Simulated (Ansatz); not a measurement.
Starting cell, PbSe (rock salt):

```yaml
crystal:
  lattice:
    - [0.00000, 3.08901, 3.08901]
    - [3.08901, 0.00000, 3.08901]
    - [3.08901, 3.08901, 0.00000]
  atoms:
    - { symbol: Se, position: [0.00000, 0.00000, 0.00000] }
    - { symbol: Pb, position: [0.50000, 0.50000, 0.50000] }
```

In each cell atom 2 (Pb, nearest neighbour Se at 3.089 Å; its periodic images, 4.4 Å or more away, move with it) moves by s·(0.000, 0.000, 1.000) (towards the nearest neighbour), the rest being held.

These are r2SCAN (plane waves to 500 eV, PAW, scalar-relativistic; Ansatz, an electronic-structure program) values and carry that method's errors. k mesh 8×8×8 (Γ-centred), Fermi-Dirac smearing 0.05 eV. The energy includes the smearing's −TS. PbSe was relaxed with its symmetry unable to fall. Spin-orbit coupling is left out, though Pb is heavy. The zero of ΔE is the undisplaced structure.

```
s (Å)   ΔE (meV/cell)
------  -------------
-0.310           37.5
-0.248           17.2
-0.186       withheld
-0.124            1.9
-0.062            0.3
0.000             0.0
0.062             0.3
0.124             1.9
0.186        withheld
0.248            17.2
0.310            37.5
```

Task: Fit an even polynomial form (powers 2, 4) to the given rows and predict ΔE at s = 0.186.

Result: Least squares on the 9 given rows: ΔE = (79.84)·s² + (3232)·s⁴, in meV/cell with s in Å; root-mean-square residual 0.06 meV/cell. At 0.186 the fit gives 6.6 meV/cell; the calculation gives 6.6 meV/cell, the same to the digits shown. The quadratic term alone would give 2.8 meV/cell.

(A displaced cell: forces are minus the slopes of the energy, force constants its curvatures, and phonons follow from these.)
